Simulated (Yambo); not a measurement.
Yambo input for KSc₂F₇ (space group Cmmm, No. 65) (a = b = 6.224 Å, c = 4.048 Å, α = β = 90.00°, γ = 116.57°), on norm-conserving PBEsol (Quantum ESPRESSO, 84 Ry, no spin-orbit coupling) wavefunctions on a 4×4×4 mesh:

```
optics
chi
dipoles
kernel
FFTGvecs= 40 Ry
Chimod= "HARTREE"
NGsBlkXd= 3 Ry
% QpntsRXd
 1 | 1 |
%
% BndsRnXd
 3 | 122 |
%
GrFnTpXd= "R"
% EnRngeXd
 0.0 | 20.0 | eV
%
% DmRngeXd
 0.2 | 0.2 | eV
%
CGrdSpXd= 50
ETStpsXd= 161
% LongDrXd
 0.0 | 0.0 | 1.0 |
%
```

First lines of the file o-*.eps_q1_inv_rpa_dyson:

```
Absorption @ Q(1):   0.00000000     0.00000000     1.00000000    [q->0 direction]
#
# [ X ] Hartree size     :   79
# [GEN] GF Energies     : Perdew, Burke & Ernzerhof SOL(X)+Perdew, Burke & Ernzerhof SOL(C)
# [GEN] Green`s Function     : Retarded
#
# [GEN] Gauge     : Length
# [GEN] [r,Vnl] included     : yes
#
#    E[1] [eV]     Im(eps)     Re(eps)     Im(eps_o)     Re(eps_o)
#
     0.000000     -0.118929E-8     2.336071     0.92197E-18     2.440265
     0.125000     0.553397E-3     2.336244     0.577454E-3     2.440445
     0.250000     0.001108     2.336762     0.001156     2.440986
     0.375000     0.001665     2.337627     0.001738     2.441888
     0.500000     0.002226     2.338840     0.002323     2.443154
     0.625000     0.002793     2.340405     0.002914     2.444787
     0.750000     0.003366     2.342325     0.003512     2.446791
     0.875000     0.003947     2.344606     0.004118     2.449170
     1.000000     0.004537     2.347251     0.004734     2.451930
     1.125000     0.005139     2.350268     0.005361     2.455077
     1.250000     0.005753     2.353664     0.006001     2.458620
     1.375000     0.006382     2.357447     0.006657     2.462566
     1.500000     0.007026     2.361627     0.007329     2.466926
     1.625000     0.007689     2.366214     0.008020     2.471710
     1.750000     0.008373     2.371221     0.008731     2.476932
     1.875000     0.009078     2.376660     0.009467     2.482605
     2.000000     0.009809     2.382547     0.010228     2.488743
     2.125000     0.010567     2.388898     0.011018     2.495365
     2.250000     0.011356     2.395730     0.011839     2.502488
     2.375000     0.012179     2.403064     0.012696     2.510133
     2.500000     0.013038     2.410921     0.013591     2.518324
     2.625000     0.013940     2.419326     0.014529     2.527085
     2.750000     0.014886     2.428306     0.015515     2.536445
     2.875000     0.015883     2.437891     0.016553     2.546434
     3.000000     0.016936     2.448112     0.017650     2.557087
     3.125000     0.018051     2.459007     0.018811     2.568441
     3.250000     0.019235     2.470616     0.020045     2.580539
     3.375000     0.020495     2.482984     0.021358     2.593427
     3.500000     0.021841     2.496161     0.022762     2.607159
     3.625000     0.023284     2.510203     0.024267     2.621792
     3.750000     0.024835     2.525173     0.025885     2.637394
     3.875000     0.026507     2.541141     0.027632     2.654037
     4.000000     0.028318     2.558187     0.029525     2.671807
```
(The file goes on to the top of the energy range.) Convergence of the RPA response with its 4×4×4 mesh was not tested.

Geometry of the Materials Project entry, not relaxed at this level.

The structure is a Materials Project entry; no match was found in the copy of COD used, and its stability was not checked.
